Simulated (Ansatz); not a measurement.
The calculation used DFT PBE, scalar-relativistic, plane waves, PAW in Ansatz 0.2.0. All cells share a 420 eV cutoff and Γ-centred k meshes spaced at most about 0.3 Å⁻¹ (about 0.25 or finer for metals, 2π included). No spin polarisation in the final relaxations.

All energies are static (0 K, no zero-point motion).

Two forms of Ga3B2As were relaxed alike.

1.

```
CELL_PARAMETERS angstrom
3.32725 -4.37352 0.00000
3.32725 4.37352 0.00000
0.00000 0.00000 3.13704
ATOMIC_POSITIONS crystal
Ga 0.00000 0.00000 0.00000
Ga 0.50000 0.00000 0.50000
Ga 0.00000 0.50000 0.50000
B 0.24144 0.75856 0.00000
B 0.75856 0.24144 0.00000
As 0.50000 0.50000 0.00000
```

2.

```
CELL_PARAMETERS angstrom
3.16814 1.82913 3.38968
-3.16814 1.82913 3.38968
0.00000 -3.65826 3.38968
ATOMIC_POSITIONS crystal
Ga 0.50000 0.50000 0.00000
Ga 0.00000 0.50000 0.50000
Ga 0.50000 0.00000 0.50000
B 0.57917 0.57917 0.57917
B 0.42083 0.42083 0.42083
As 0.00000 0.00000 0.00000
```

Question: Which is lower in energy, and by how much?

Answer: Cell 2 is lower, by 62 meV/atom. Cell 1 has space group Cmmm (No. 65), 15.2 Å³/atom and no gap on its mesh; cell 2 has space group R-3m (No. 166), 19.6 Å³/atom and no gap. Counting As or B atoms around Ga (for each partner element, those within 1.25 times its shortest distance or 1.15 times the sum of covalent radii, where it is the nearest in units of that sum or under 1.3; a slash parts the counts of unlike sites), cell 1 has Ga 2/4 and cell 2 has Ga 2. Cell 2 holds B–B pairs (shortest 1.61 Å); in cell 1 the shortest B–B distance is 3.14 Å. The lower one is the more open, so pressure narrows the difference. Even the lower one lies +0.56 eV/atom against the reference forms of the elements (uncorrected), so neither is stable at this level. In cell 1, around Ga on a site of symmetry mmm lie 2 B at 2.11 Å; B has 1 Ga at 2.11 Å, 1 As at 2.26 Å and 4 Ga at 2.29 Å; As is surrounded by 2 B at 2.26 Å; 1 more site not described. In cell 2, Ga is surrounded by 2 B at 2.03 Å, 2 B at 3.10 Å, 4 Ga at 3.17 Å and 2 As at 3.17 Å; around B lie 1 B at 1.61 Å and 3 Ga at 2.03 Å; As has 6 Ga at 3.17 Å. Both come from invented guesses.

Cells relaxed within their symmetry can be saddle points.
